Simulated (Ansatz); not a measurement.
TiH$_{2}$:
```yaml
crystal:
  lattice:
    - [-1.59838, 1.59838, 2.08378]
    - [1.59838, -1.59838, 2.08378]
    - [1.59838, 1.59838, -2.08378]
  atoms:
    - { symbol: Ti, position: [0.00000, 0.00000, 0.00000] }
    - { symbol: H, position: [0.25000, 0.75000, 0.50000] }
    - { symbol: H, position: [0.75000, 0.25000, 0.50000] }
```

Relaxed with r²SCAN. Special points in fractions of this cell's reciprocal vectors: Γ (0.000, 0.000, 0.000); X (0.000, 0.000, 0.500); P (0.250, 0.250, 0.250); N (0.000, 0.500, 0.000); M (0.500, 0.500, -0.500); S (0.397, 0.603, -0.397); S0 (-0.397, 0.397, 0.397); R (-0.294, 0.294, 0.500); G (0.500, 0.500, -0.294).

Task: List the band energies nearest the Fermi level at these points for r²SCAN (plane waves, PAW; program Ansatz).

Result: In eV from the Fermi level; about four levels below and three above (degenerate sets whole), none deeper than 8.9 eV; points with the same levels are listed once.

```json
[
 {"k": "Γ", "below": "-0.42 -0.42", "above": "0.13 0.27 1.20"},
 {"k": "X", "below": "-6.20 -6.17 -3.30", "above": "2.39 2.47 2.74"},
 {"k": "P", "below": "-6.24 -6.24 -2.22", "above": "1.32 2.40 4.20 4.20"},
 {"k": "N", "below": "-7.90 -5.73 -0.52", "above": "0.23 2.31 2.52"},
 {"k": "M", "below": "-6.93 -5.00 -3.13", "above": "2.43 2.55 2.55"},
 {"k": "S", "below": "-6.89 -5.22 -2.63", "above": "1.66 2.25 3.44"},
 {"k": "R", "below": "-6.70 -5.48 -2.37", "above": "1.02 2.62 3.72"}
]
```

Space group I4/mmm. The workflow started from a Materials Project entry (that database holds measured and hypothetical structures alike); the Crystallography Open Database files this formula in space group No. 139, but the cells were not matched. Whether it is the stable phase at ambient conditions was not checked. Symmetry was held in the r²SCAN relaxation; whether a distortion lowers the energy is not shown. No spin polarisation was allowed.

Potentials: the later of the program's two PAW sets.
